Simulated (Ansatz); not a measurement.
## Calculated ⁶⁷Zn NMR of the central transition for Cs2ZnH4

Cell: a Materials Project structure (computed, not necessarily an observed phase), taken as it stands.

Space group Pnma (No. 62); a = 8.6960, b = 6.3747, c = 11.1410 Å.

```csv
site,Wyckoff,site symmetry,x,y,z
Cs1,4c,.m.,0.1619,0.2500,0.5934
Cs5,4c,.m.,0.4873,0.2500,0.3114
Zn,4c,.m.,0.2433,0.2500,0.9156
H13,8d,1,0.3138,0.4645,0.8482
H21,4c,.m.,0.0519,0.2500,0.9061
H25,4c,.m.,0.8036,0.2500,0.4409
```

One atom of each set is listed.

All values are calculated (Ansatz; DFT, r2SCAN, plane waves and PAW, scalar-relativistic, 500 eV cutoff, Γ-centred 4×5×3 k-points, Fermi–Dirac smearing 0.02 eV), not measured.

⁶⁷Zn has I = 5/2 and Q = 122.0 mb (Pyykkö 2018); at 21.1 T its Larmor frequency is ν₀ = 56.3 MHz. Only the quadrupole interaction is simulated: positions count from each site's isotropic chemical shift, and J coupling is left out, as are shift anisotropy and dipolar coupling, which fast spinning averages.

Simulated pattern of one Zn site (fast magic-angle spinning, Gaussian broadening 0.08 kHz):

(offset (kHz), height): (-1.477, 0), (-1.409, 6), (-1.341, 15), (-1.274, 18), (-1.206, 19), (-1.139, 20), (-1.071, 21), (-1.004, 23), (-0.936, 26), (-0.868, 30), (-0.801, 51), (-0.733, 90), (-0.666, 100), (-0.598, 72), (-0.531, 55), (-0.463, 46), (-0.395, 40), (-0.328, 36), (-0.260, 33), (-0.193, 31), (-0.125, 29), (-0.058, 25), (0.010, 10), (0.078, 1)

(1) Which |C_Q| and η does the pattern imply?

## Answers

(1) The pattern spans 1.41 kHz before broadening and its centre of gravity is at -0.636 kHz, which fixes P_Q; the places of the horns and steps fix η. That gives P_Q = 2.44 MHz, |C_Q| = 2.14 MHz and η = 0.95. The sign of C_Q can't be read from the pattern.

With these PAW files V_zz is typically within 2 to 3 % of all-electron values, but misses above 10 % occur on Zn.

Hardware: 1 thread of Intel Xeon 6975P-C (Granite Rapids) (x86_64; 44 cores open to the job, memory cap 2.5 GiB, no GPU), a shared host with a load of 0.4 a core. Wall time 1.7 min, CPU time 1.7 min, peak memory 2.3 GiB.
